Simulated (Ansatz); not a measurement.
NaTaO₃ in space group Pnma (No. 62; Na on 4c, Ta on 4b, O on 8d, O on 4c), DFT-PBEsol in the program Ansatz with PAW potentials. The conduction-band minimum lies at Γ, with 1 equivalent valley. Second derivatives d²E/dk² of the lowest band at one valley (eV·Å²), along Cartesian directions:

| direction | d²E/dk² |
|---|---|
| [100] | 14.67 |
| [010] | 24.25 |
| [001] | 12.41 |
| [110] | 19.46 |
| [101] | 17.70 |
| [011] | 18.33 |

Find the principal effective masses, the density-of-states mass and the conductivity mass.

Off-diagonal terms follow from H_xy = H[110] − (H_xx + H_yy)/2, and m*/mₑ = 7.620 eV·Å² over each eigenvalue: 0.31, 0.43, 0.83. One valley's DOS mass (m₁m₂m₃)^(1/3) = 0.48, conductivity mass 3/(Σ 1/mᵢ) = 0.45 mₑ.

What effective density of states Nc follows at 300 K for parabolic valleys?

Nc = 2.509e19 × 1 × (0.48)^(3/2) ≈ 8.3e18 cm⁻³.

The workflow started from a Materials Project entry (that database holds measured and hypothetical structures alike); the Crystallography Open Database files this formula in space group No. 62, but the cells were not matched. Its standing as an ambient phase is unchecked. The cell was relaxed with PBEsol under the symmetry of its start; phonons on a q-mesh show no instability. No spin polarisation was allowed. Scalar-relativistic: spin–orbit coupling is off unless named, which matters more the heavier the elements.

Potentials: the later of the program's two PAW sets.

Edges and masses are those of Kohn–Sham bands, whose gap is no quasiparticle gap.
